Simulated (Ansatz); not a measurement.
ScRhN$_{2}$:
```
CELL_PARAMETERS angstrom
      1.63987     0.94678     5.84858
     -1.63987     0.94678     5.84858
      0.00000    -1.89355     5.84858
ATOMIC_POSITIONS crystal
  Sc 0.50000 0.50000 0.50000
  Rh 0.00000 0.00000 0.00000
  N  0.89542 0.89542 0.89542
  N  0.10458 0.10458 0.10458
```

Relaxed with PBE. Special points in fractions of this cell's reciprocal vectors: Γ (0.000, 0.000, 0.000); T (0.500, 0.500, 0.500); H2 (0.816, 0.184, 0.500); H0 (0.500, -0.184, 0.184); L (0.500, 0.000, 0.000); S0 (0.342, -0.342, 0.000); S2 (0.658, 0.000, 0.342); F (0.500, 0.000, 0.500).

Task: List the band energies nearest the Fermi level at these points for PBE (plane waves, PAW; program Ansatz).

Result: In eV from the Fermi level; about four levels below and three above (degenerate sets whole), none deeper than 8.9 eV; points with the same levels are listed once.

```csv
k,below,above
Γ,-0.84 -0.84 -0.61 -0.61,3.36 3.36 3.76
T,-3.08 -3.08 -1.82 -1.82,1.36 1.36 3.27 3.27
H2,-2.23 -1.60 -1.34 -0.21,0.36 1.54 3.41
L,-2.83 -2.66 -2.39 -0.57,0.39 0.72 1.81
S0,-2.15 -1.56 -1.36 -0.27,0.42 1.55 3.39
F,-1.72 -0.79 -0.57 -0.10,1.30 3.59 4.01
```

Space group R-3m. The start of the workflow was typed in or built on a structure type; neither database checked (COD, Materials Project) lists it. Whether it is the stable phase at ambient conditions was not checked. The cell was relaxed with PBE under the symmetry of its start; its stability against distortions is not shown here. The workflow began spin-polarised and lost its moments. Spin–orbit coupling is left out wherever it is not named.

Potentials: the earlier of the program's two PAW sets.
